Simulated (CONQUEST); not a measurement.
Consider a self-consistent single point of CdSe (P6_3mc, 8 atoms in the cell; from Materials Project mp-1070, changed as shown).

```
CdSe
1.0
    4.25917     0.00000     0.00000
    0.00000     7.37709     0.00000
    0.00000     0.00000     6.94804
Cd Se
4 4
Direct
  0.50000   0.16667   0.49995
  0.00000   0.33333   0.99995
  0.00000   0.66667   0.49995
  0.50000   0.83333   0.99995
  0.50000   0.16667   0.87591
  0.00000   0.33333   0.37591
  0.00000   0.66667   0.87591
  0.50000   0.83333   0.37591
```

All values come from this method and carry its errors: PBE, numerical atomic orbitals double-zeta with polarisation (the shipped basis), PseudoDojo norm-conserving potentials made for PBE (CONQUEST).

CONQUEST settings:

```
key                                             value
---------------------  ------------------------------
basis                                             DZP
Diag.MPMeshX, Y, Z                              4 2 2
potentials             PseudoDojo norm-conserving PBE
Grid.GridCutoff                                175 Ha
DM.SolutionMethod                              diagon
Diag.kT                                   0.001837 Ha
Diag.GammaCentred                                true
minE.SCTolerance                              1.0e-07
SC.MaxIters                                       100
SC.LinearMixingFactor                             0.3
SC.KerkerPreCondition                            true
SC.KerkerFactor                            0.1 1/bohr
AtomMove.TypeOfRun                             static
```

**Question.** Estimate, at this level of theory: gap on the k-point mesh and pressure.

**Answer.** The run gave:

| Quantity | Result |
|---|---|
| Gap on the k-point mesh | 0.93 eV |
| Pressure | 5.66 GPa |

Gaps are taken between levels on the mesh.

For comparison: a first run was changed to give this one (lattice scaled by 0.98), and from it to this one the free energy rises by 39.7 meV/atom, the pressure goes from 1.97 to 5.66 GPa and the gap on the mesh goes from 0.765 to 0.930 eV.

The program uses no crystal symmetry, so grid and mesh can part values that symmetry would make equal. The atom-centred basis is finite, which shifts total energies, pressures and gaps against plane waves. The structure comes from a collection of computed structures, made at another level of theory; the collection holds predicted forms beside known ones.

Cost on one core: about 60 core-seconds (a rough figure).
